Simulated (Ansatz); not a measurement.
## Moment against volume in EuSn3 (Pm-3m)

The reference geometry is a structure from the Materials Project; nothing is relaxed.

Settings: LDA, 6×6×6 k mesh, Fermi–Dirac smearing of 0.05 eV. PAW means Ansatz 0.2.0 on its default frozen-core files; LAPW is all-electron LAPW in Ansatz 0.2.0. Site moments are integrated in spheres about the atoms, whose radii differ between the methods.

The first input and its command:

```yaml
crystal:
  lattice:
    - [4.7644144033, 0.0, 0.0]
    - [0.0, 4.7644144033, 0.0]
    - [0.0, 0.0, 4.7644144033]
  atoms:
    - { symbol: Eu, position: [0.0, 0.0, 0.0], spin: 7.0 }
    - { symbol: Sn, position: [0.0, 0.5, 0.5] }
    - { symbol: Sn, position: [0.5, 0.5, 0.0] }
    - { symbol: Sn, position: [0.5, 0.0, 0.5] }
magnetization:
  spin_polarized: true
kpoints:
  mp_grid: { grid: [6, 6, 6] }
scf:
  occupations: { method: fermi_dirac, width: 0.05 }
hamiltonian:
  xc: lda
  pseudopotentials: { kind: paw }
output:
  forces: true
  stress: true
  eigenvalues: true
  populations: true
```

Command: `ansatz run input.yaml --threads 2 --pin off --max-ram 6144MiB --backend cpu --events-out ev --progress --plain --runs-dir out`

The input for «volume scaled by 1.1» by LAPW differs from it in these lines, output keys apart:

```diff
-    - [4.7644144033, 0.0, 0.0]
-    - [0.0, 4.7644144033, 0.0]
-    - [0.0, 0.0, 4.7644144033]
+    - [4.9182102503, 0.0, 0.0]
+    - [0.0, 4.9182102503, 0.0]
+    - [0.0, 0.0, 4.9182102503]
-  pseudopotentials: { kind: paw }
+  pseudopotentials: { kind: all_electron, lapw: { basis_error: 0.001 } }
```

The cell shown is scaled evenly to other volumes, and every spin-polarised run starts from the same moments.

The search for lower states is left at its default.

| V/V₀ | Å³/atom | M PAW (μB/cell) | M LAPW (μB/cell) | largest site moment, PAW (μB) | P PAW (GPa) | P LAPW (GPa) | F − F(unpolarised), PAW (meV/atom) |
| --- | --- | --- | --- | --- | --- | --- | --- |
| 0.72 | 19.47 | 6.70 | 6.70 | 6.54 | 26.0 | 26.2 | -1398 |
| 0.8 | 21.63 | 6.82 | – | 6.62 | 11.6 | – | -1473 |
| 0.85 | 22.98 | 6.83 | – | 6.65 | 5.7 | – | -1512 |
| 0.9 | 24.33 | 6.82 | – | 6.67 | 1.3 | – | -1546 |
| 0.95 | 25.69 | 6.81 | – | 6.69 | ? | – | -1576 |
| 1 | 27.04 | 6.82 | 6.82 | 6.71 | -4.3 | -4.2 | ? |
| 1.05 | 28.39 | 6.85 | – | 6.74 | -5.9 | – | -1626 |
| 1.1 | 29.74 | 6.89 | 6.89 | 6.76 | -7.1 | -7.1 | ? |
| 1.18 | 31.90 | 6.91 | 6.92 | 6.80 | -8.4 | -8.4 | -1676 |

Task: Give the missing entry: row "0.95", column "P PAW (GPa)".

Result: -1.9.

Task: Give the missing entry: row "1.1", column "F − F(unpolarised), PAW (meV/atom)".

Result: -1647.

Task: Fill in "F − F(unpolarised), PAW (meV/atom)" for the row "1".

Result: -1602.

The moments survive down to the smallest volume, V/V₀ = 0.72 at 26 GPa, where the largest is 6.54 μB.

Task: Fit a third-order Birch–Murnaghan equation to the PAW pressures of the magnetic runs between 0.85 and 1.11 V₀. What are the zero-pressure volume and bulk modulus?

Result: V = 24.82 Å³/atom (0.918 V₀), B = 61 GPa, B′ = 4.8, with a worst miss of 0.01 GPa. Cell shape and inner coordinates are held, so these aren't the relaxed crystal's values unless symmetry fixes them.

The PAW files were made with PBE; the program remakes their cores once for the run's functional and then keeps them frozen. Without U a semilocal functional puts the f levels too near the Fermi level, which can change moments and the order of magnetic states; site and cell moments are spin moments.  Spin–orbit coupling is left out although heavy atoms are present. In at least one run the program's final test of stability wasn't made or came to no verdict. With open f shells a run can end in a state that isn't the lowest. These are results for the start and cell typed. The real compound can order otherwise, in a larger cell, or not at all, since semilocal functionals without spin fluctuations often overstate magnetism; near a collapse of the moment, mesh and smearing move it by tens of per cent.
